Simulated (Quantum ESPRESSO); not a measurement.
```cif
data_Mg2S2
_chemical_formula_sum 'Mg2 S2'
_space_group_name_H-M_alt 'P63mc'
_space_group_IT_number 186
_space_group_name_Hall 'P 6c -2c'
_cell_length_a 3.98840
_cell_length_b 3.98840
_cell_length_c 6.35681
_cell_angle_alpha 90.000
_cell_angle_beta 90.000
_cell_angle_gamma 120.000
loop_
_atom_site_label
_atom_site_type_symbol
_atom_site_symmetry_multiplicity
_atom_site_Wyckoff_symbol
_atom_site_fract_x
_atom_site_fract_y
_atom_site_fract_z
_atom_site_occupancy
Mg1 Mg 2 b 0.66667 0.33333 0.49637 1
S1 S 2 b 0.33333 0.66667 0.37862 1
```

Cell and atoms were relaxed with LDA from Materials Project entry mp-1185942, within its symmetry.

Q: What does LDA (pw.x of Quantum ESPRESSO, ONCV potentials, without SOC) give for the electronic structure near the Fermi level?

A: The LDA gap is direct, 3.33 eV at Γ. 

This is not the ordinary phase of the substance; no match was found in the copy of COD used, and its stability was not checked.
